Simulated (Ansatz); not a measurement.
Property card for NaCl

NaCl:
```
NaCl
1.0
    3.46045     0.00000     0.00000
    0.00000     3.46045     0.00000
    0.00000     0.00000     3.46045
Na Cl
1 1
Cartesian
  0.00000   0.00000   0.00000
  1.73023   1.73023   1.73023
```

Space group Pm-3m (No. 221), CsCl type; conventional cell a = b = c = 3.460 Å, α = β = γ = 90.00°.

Method: r²SCAN in the plane-wave PAW code Ansatz. Structure relaxed to zero pressure with the same functional. Other levels are named where they apply.

Cell and energy:

* **Volume per atom**: 20.72 Å³
* **Density**: 2.34 g/cm³
* **Formation energy from the elements (no fitted shifts)**: -1.89 eV/atom

Electronic structure:

- Band gap = 4.91 eV (indirect)
- Valence-band maximum = at M
- Conduction-band minimum = at Γ
- Smallest direct gap on the standard path = 5.45 eV
- Electron effective mass = 0.38 mₑ (isotropic)
- Hole effective mass = 0.51, 4.2, 4.2 mₑ (principal values)
- HSE06 gap on the r²SCAN cell = 5.42 eV

Mechanics:

Bulk modulus (Birch–Murnaghan fit): 29.4 GPa
Pressure derivative B′: 4.7
Elastic constants (relaxed ions, GPa): C11 = 87.1, C12 = 0.6, C44 = -1.7
Mechanical stability: marginal (the smallest eigenvalue of C is near zero)

Dielectric response:

Electronic dielectric constant ε∞ (DFPT): 2.58
Static dielectric constant ε0 (ions relaxed, cell fixed): 14.8
Born charges (a third of the trace): Na +1.16, Cl -1.16 e

Phonons:

* **Highest zone-centre frequency (without LO–TO term)**: 97 cm⁻¹
* **Zone-centre stability**: no imaginary mode at Γ

Charges:

* **Bader charges**: Na +0.89, Cl -0.89 e

This is a known high-pressure phase of the composition, computed here at zero pressure and temperature. The cell was relaxed with r²SCAN under the symmetry of its start. The references are the lowest solids computed at this level, not always the standard phases (solids in place of the gases).

Potentials: the earlier of the program's two PAW sets.
